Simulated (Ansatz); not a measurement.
From the elastic tensor of TePb to moduli and sound speeds

Computed with Ansatz, DFT LDA, scalar-relativistic, plane waves, PAW. Plane waves to 420 eV; Γ-centred k mesh 10×10×10; fixed occupations. No spin polarisation.

The structure is cubic, space group Fm-3m (No. 225). The conventional cell has a = 6.380 Å, b = 6.380 Å, c = 6.380 Å, α = 90.00°, β = 90.00°, γ = 90.00°. Te (site symmetry m-3m) has 6 Pb at 3.19 Å as nearest neighbours. Around Pb (site symmetry m-3m) lie 6 Te at 3.19 Å.

Spin–orbit coupling is left out, which can shift energies with elements as heavy as these.

Relaxed-ion constants (GPa, on the Cartesian axes of the calculation):
C11 = 137.3, C12 = 4.5, C13 = 4.5, C22 = 137.3, C23 = 4.5, C33 = 137.3, C44 = 15.8, C55 = 15.8, C66 = 15.8 GPa; the others vanish.

Density 8.564 g/cm³; 2 atoms in 64.92 Å³.

The values that follow are for a polycrystal of randomly turned grains, by Hill's mean where one number stands. In a crystal this anisotropic the Voigt and Reuss bounds lie far apart, so Hill's mean and the sound speeds and Debye temperature from it are rough.

```
Bulk modulus, Voigt / Reuss / Hill          : 48.8 / 48.8 / 48.8 GPa
Shear modulus, Voigt / Reuss / Hill         : 36.1 / 22.8 / 29.4 GPa
Young's modulus                             : 73 GPa
Poisson ratio                               : 0.249
Pugh ratio B/G                              : 1.66
Universal anisotropy index                  : 2.92
Longitudinal and transverse sound speeds    : 3205 and 1853 m/s
Debye temperature from the mean sound speed : 192 K
```

Cost: 1 run of about 0.61 core-minutes, on Intel Xeon Platinum 8488C (Sapphire Rapids) (shared hosts).